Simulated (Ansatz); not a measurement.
C (graphite type, space group P6_3/mmc)

```
C
1.0
    2.46498     0.00000     0.00000
   -1.23249     2.13473     0.00000
    0.00000     0.00000     6.72886
C
4
Direct
  0.00000   0.00000   0.25000
  0.00000   0.00000   0.75000
  0.33333   0.66667   0.25000
  0.66667   0.33333   0.75000
```

In each cell atom 2 (C, nearest neighbour C at 1.423 Å; its periodic images, 2.5 Å or more away, move with it) moves by s·(-0.866, 0.500, 0.000) (towards the nearest neighbour), the rest being held.

Level of theory: PBE-D3(BJ) (plane waves to 420 eV, PAW, scalar-relativistic; Ansatz, a quantum-chemistry and plane-wave program). k mesh 12×12×4 (Γ-centred), Fermi-Dirac smearing 0.05 eV. The energy includes the smearing's −TS. With partly filled bands, energies and forces of such displacements shift with the k mesh and the smearing. C was relaxed with its symmetry unable to fall. The PAW data are Ansatz's earlier set. The zero of ΔE is the undisplaced structure. The last digit holds for this mesh only.

```csv
s (Å),ΔE (meV/cell)
-0.280,1531.5
-0.224,1083.7
-0.168,653.2
-0.112,304.6
-0.056,78.8
0.000,0.0
0.056,86.3
0.112,withheld
0.168,868.0
0.224,1602.5
0.280,2658.0
```

Q: Fit a polynomial form (powers 2, 3, 4) to the given rows and predict ΔE at s = 0.112.

A: Least squares on the 10 given rows: ΔE = (26980)·s² + (25030)·s³ + (-3436)·s⁴, in meV/cell with s in Å; root-mean-square residual 12.75 meV/cell. At 0.112 the fit gives 373.1 meV/cell; the calculation gives 366.6 meV/cell, so the interpolation is off by 6.5 (+1.8 %). The quadratic term alone would give 338.4 meV/cell.

(A displaced cell: forces are minus the slopes of the energy, force constants its curvatures, and phonons follow from these.)
